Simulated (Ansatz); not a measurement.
The relaxed structure here is a generated cell of Mn: the first start was made by placing the elements on the sites of a structure type, and the end was not matched to a known phase here, so it may be hypothetical.

One starting cell of Mn (a generated cell, Mn built in the diamond structure type) was relaxed twice with Ansatz (plane waves, PAW, scalar-relativistic): with PBEsol at 420 eV and with PBE at 420 eV. The PBEsol result:

```cif
data_Mn8
_chemical_formula_sum 'Mn8'
_space_group_name_H-M_alt 'Fd-3m :1'
_space_group_IT_number 227
_space_group_name_Hall 'F 4d 2 3 -1d'
_cell_length_a 4.88368
_cell_length_b 4.88368
_cell_length_c 4.88368
_cell_angle_alpha 90.000
_cell_angle_beta 90.000
_cell_angle_gamma 90.000
loop_
_atom_site_label
_atom_site_type_symbol
_atom_site_symmetry_multiplicity
_atom_site_Wyckoff_symbol
_atom_site_fract_x
_atom_site_fract_y
_atom_site_fract_z
_atom_site_occupancy
Mn1 Mn 8 b 0.50000 0.50000 0.50000 1
```
(The calculation used a cell of 2 atoms; values per cell refer to that cell.)

| quantity | PBEsol | PBE |
|---|---|---|
| space group | Fd-3m | Fd-3m |
| volume (Å³/atom) | 14.56 | 15.18 |
| a (Å) | 4.884 | 4.952 |
| gap (eV, no spin-orbit coupling) | 0.00 | 0.00 |

Both levels end in the same structure; PBE's volume is 4.2 % larger. Neither column is exact.

No spin polarisation in the result. A magnetic state may lie lower.

The run could not lose the symmetry of its start: the end is stationary, and may be a saddle point rather than a minimum.

All atoms sit on sites fixed by symmetry, so only the cell could relax.

Ansatz is an electronic-structure program.
